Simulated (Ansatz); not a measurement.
MgBr2 (CdI2 type)

```yaml
crystal:
  lattice:
    - [3.82788, 0.00000, 0.00000]
    - [-1.91394, 3.31504, 0.00000]
    - [0.00000, 0.00000, 6.26170]
  atoms:
    - { symbol: Mg, position: [0.00000, 0.00000, 0.00000] }
    - { symbol: Br, position: [0.33333, 0.66667, 0.23946] }
    - { symbol: Br, position: [0.66667, 0.33333, 0.76054] }
```

The slice is a (-1 1 0 2) plane (indices of the conventional cell) through the point (0.333, 0.667, 0.239) (fractional), spanned by u = [110] and v = [1 -1 1] in vectors of this cell: u (3.83 Å) and v (9.12 Å, at 90° to u). It covers one period; positions are fractions (u, v).

Computed with r2SCAN+rVV10 (plane waves to 500 eV, PAW, scalar-relativistic; Ansatz, a first-principles code). k mesh 10×10×6. Near the nuclei the fields are pseudised (PAW); where an atom keeps semicore shells as valence, they peak there. MgBr2 was relaxed with its symmetry unable to fall.

Question: Predict the map of the electrostatic potential energy of an electron, from the cell's mean on the slice.

Answer: 
```tsv
v \ u	0.00	0.17	0.33	0.50	0.67	0.83
0.96	x	x	4.3	6.2	4.3	x
0.86	1.7	3.7	5.9	6.4	5.9	3.7
0.75	x	x	3.1	5.3	3.1	x
0.64	x	x	3.9	5.3	3.9	x
0.54	3.8	5.2	6.8	7.2	6.8	5.2
0.43	x	0.5	6.8	7.7	6.8	0.5
0.32	4.5	6.2	7.7	8.0	7.7	6.2
0.21	7.9	8.0	8.0	8.0	8.0	8.0
0.11	x	2.7	6.9	7.4	6.9	2.7
0.00	x	x	3.9	6.3	3.9	x
```

Values: electrostatic potential energy of an electron, from the cell's mean, in eV. Points within 1 Å of a nucleus are blanked (x), as the pseudised field means little there. Values under 0 eV are set to 0. The zero, the cell's mean, hangs on the PAW cores.
